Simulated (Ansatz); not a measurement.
# Convergence test, LiMg

All numbers below come from DFT PBEsol, scalar-relativistic, plane waves, PAW (Ansatz 0.2.0).

```
Li Mg
1.0
     3.41533    0.00000    0.00000
     0.00000    3.41533    0.00000
     0.00000    0.00000    3.41533
Li Mg
1 1
Direct
  0.00000 0.00000 0.00000
  0.50000 0.50000 0.50000
```

```json
{
  "Γ-centred k-mesh": "12×12×12",
  "occupation rule": "Gaussian smearing, 0.1 eV",
  "spin treatment": "unpolarised",
  "valence charge of the PAW sets": "Li 3, Mg 10"
}
```

The atoms stay fixed while the plane-wave cutoff is varied. ΔE is the energy extrapolated to zero smearing, less that of the reference run (500 eV). The cell isn't necessarily relaxed at this level. Pressure is positive in compression and holds a correction for the finite cutoff (Pulay stress).

Question: Tried: 250, 300, 350, 420, 500 eV. From which plane-wave cutoff on does the energy per atom stay within 100, 10 and 1 meV of the reference?

Answer: 300 for 100 meV, 350 for 10 meV, 350 for 1 meV. The reference itself isn't shown to be converged.

```csv
cutoff (eV),ΔE (meV/atom),P (GPa),plane waves at Γ
250,118,0.01,365
300,11.2,-0.02,461
350,0.76,-0.03,619
420,0.14,-0.03,751
500,0.00,-0.03,1021
```